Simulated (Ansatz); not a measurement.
NbB2:
```cif
data_B2Nb
_chemical_formula_sum 'B2 Nb1'
_space_group_name_H-M_alt 'P6/mmm'
_space_group_IT_number 191
_space_group_name_Hall '-P 6 2'
_cell_length_a 3.10094
_cell_length_b 3.10094
_cell_length_c 3.32585
_cell_angle_alpha 90.000
_cell_angle_beta 90.000
_cell_angle_gamma 120.000
loop_
_atom_site_label
_atom_site_type_symbol
_atom_site_symmetry_multiplicity
_atom_site_Wyckoff_symbol
_atom_site_fract_x
_atom_site_fract_y
_atom_site_fract_z
_atom_site_occupancy
B1 B 2 d 0.33333 0.66667 0.50000 1
Nb1 Nb 1 a 0.00000 0.00000 0.00000 1
```

Relaxed at zero pressure with DFT-r²SCAN in the program Ansatz with PAW potentials.

Problem. The volume is raised by 6 % and shape and atoms relax at that volume. What pressure results, and how do the axes share the change?

Solution. -15.3 GPa; a 1.7 %, b 1.7 %, c 2.4 %; the energy rises by 28 meV/atom.

Problem. Give the new structure.

Solution. 
Space group P6/mmm (No. 191); a = b = 3.155 Å, c = 3.405 Å, α = β = 90.00°, γ = 120.00°

| atom | site | symmetry | x | y | z |
|---|---|---|---|---|---|
| B | 2d | -6m2 | 0.3333 | 0.6667 | 0.5000 |
| Nb | 1a | 6/mmm | 0.0000 | 0.0000 | 0.0000 |

The phase is kept; no other phase was compared at this pressure.

The workflow started from an entry of the Crystallography Open Database (COD). Its standing as an ambient phase is unchecked. Symmetry was held in the r²SCAN relaxation; its stability against distortions is not shown here. No spin polarisation was allowed.

Potentials: the later of the program's two PAW sets.
